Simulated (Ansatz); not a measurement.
BeTe:
```yaml
crystal:
  lattice:
    - [0.00000, 2.68533, 2.68533]
    - [2.68533, 0.00000, 2.68533]
    - [2.68533, 2.68533, 0.00000]
  atoms:
    - { symbol: Be, position: [0.00000, 0.00000, 0.00000] }
    - { symbol: Te, position: [0.50000, 0.50000, 0.50000] }
```

Relaxed with r²SCAN.

**Question.** Map the electron localisation function on the plane through (0.000, 0.000, 0.000) spanned by u = [1, 0, 0] and v = [0, 1, -1] in lattice vectors, from r²SCAN (plane waves, PAW; program Ansatz).

**Answer.** x is the fraction of u, y of v (the angle between them is 90°; rows are the nearest grid lines); atoms in the plane: Be at (0.00, 0.00), Te at (0.50, 0.50).
```
y \ x   0.000  0.105  0.158  0.263  0.368  0.474  0.526  0.632  0.737  0.842  0.895   1.00
------  -----  -----  -----  -----  -----  -----  -----  -----  -----  -----  -----  -----
1.00    0.000  0.014  0.138  0.363  0.222  0.139  0.139  0.222  0.363  0.138  0.014  0.000
0.947   0.000  0.034  0.214  0.427  0.297  0.219  0.219  0.297  0.427  0.214  0.034  0.000
0.842   0.138  0.443  0.639  0.707  0.664  0.607  0.607  0.664  0.707  0.639  0.443  0.138
0.789   0.327  0.576  0.702  0.771  0.680  0.575  0.575  0.680  0.771  0.702  0.576  0.327
0.684   0.302  0.538  0.692  0.680  0.456  0.299  0.299  0.456  0.680  0.692  0.538  0.302
0.632   0.222  0.497  0.664  0.581  0.312  0.116  0.116  0.312  0.581  0.664  0.497  0.222
0.526   0.139  0.448  0.607  0.459  0.116  0.030  0.030  0.116  0.459  0.607  0.448  0.139
0.474   0.139  0.448  0.607  0.459  0.116  0.030  0.030  0.116  0.459  0.607  0.448  0.139
0.368   0.222  0.497  0.664  0.581  0.312  0.116  0.116  0.312  0.581  0.664  0.497  0.222
0.316   0.302  0.538  0.692  0.680  0.456  0.299  0.299  0.456  0.680  0.692  0.538  0.302
0.211   0.327  0.576  0.702  0.771  0.680  0.575  0.575  0.680  0.771  0.702  0.576  0.327
0.158   0.138  0.443  0.639  0.707  0.664  0.607  0.607  0.664  0.707  0.639  0.443  0.138
0.0526  0.000  0.034  0.214  0.427  0.297  0.219  0.219  0.297  0.427  0.214  0.034  0.000
0.000   0.000  0.014  0.138  0.363  0.222  0.139  0.139  0.222  0.363  0.138  0.014  0.000
```

The density is the valence pseudo-density with augmentation charge, so density and ELF within about 1 Å of a nucleus are not all-electron values.

Space group Fm-3m (rock salt). The start of the workflow was typed in or built on a structure type; neither database checked (COD, Materials Project) lists it. COD files the formula under space group No. 216, so this cell is another polymorph or a model. Whether it is the stable phase at ambient conditions was not checked. Symmetry was held in the r²SCAN relaxation; whether a distortion lowers the energy is not shown. Spin–orbit coupling is left out wherever it is not named.

Potentials: the earlier of the program's two PAW sets.
